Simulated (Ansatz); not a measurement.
The relaxed structure here is a generated cell of BeTe: the first start was made by placing the elements on the sites of a structure type, and the end was not matched to a known phase here, so it may be hypothetical.

One stationary structure of BeTe. Space group P6₂22 (No. 180). The numbers are results of r2SCAN (plane waves to 500 eV, PAW, scalar-relativistic; Ansatz, an electronic-structure program), not measurements.

```xyz
6
Lattice="4.0236 0.0000 0.0000 -2.0118 3.4845 0.0000 0.0000 0.0000 8.9931" Properties=species:S:1:pos:R:3 pbc="T T T"
Be     2.0118     0.0000     4.4966
Be    -1.0059     1.7423     1.4989
Be     1.0059     1.7423     7.4943
Te     2.0118     0.0000     0.0000
Te    -1.0059     1.7423     5.9954
Te     1.0059     1.7423     2.9977
```

- Volume per atom: 21.01 Å³
- Density: 5.40 g/cm³
- Band gap: 1.78 eV, indirect (valence top at Γ, conduction bottom at 17 % of the way from M to K) (no spin-orbit coupling)
- Smallest direct gap: 2.99 eV at Γ
- Shortest distances: Be–Te 2.51 Å
- k-mesh: 10×10×4

Band energies at high-symmetry points (eV from the VBM; labels of this space group; no spin-orbit coupling), from −5 eV up to 3.5 eV:

```csv
point,energies
Γ,-4.90 -4.90 -2.88 -1.26 -1.26 -0.86 -0.86 -0.52 0.00 2.99 2.99 3.12
M,-3.20 -2.76 -2.70 -2.29 -1.95 -1.79 1.80 1.97 2.26 2.41
K,-4.97 -3.81 -3.81 -2.52 -1.82 -1.82 2.00 2.99 2.99
A,-2.43 -2.43 -1.97 -1.97 -0.90 -0.67 -0.67 -0.35 2.66
L,-4.50 -4.31 -3.29 -2.64 -2.16 -2.09 -1.44 2.38 2.65 3.04
H,-4.16 -4.16 -3.63 -3.63 -2.59 -1.32 3.36
```

No spin polarisation in the result. Without spin-orbit coupling the bands of the heavy element are not split, so the gap can be far off.

The run could not lose the symmetry of its start, so the end can be a saddle point.
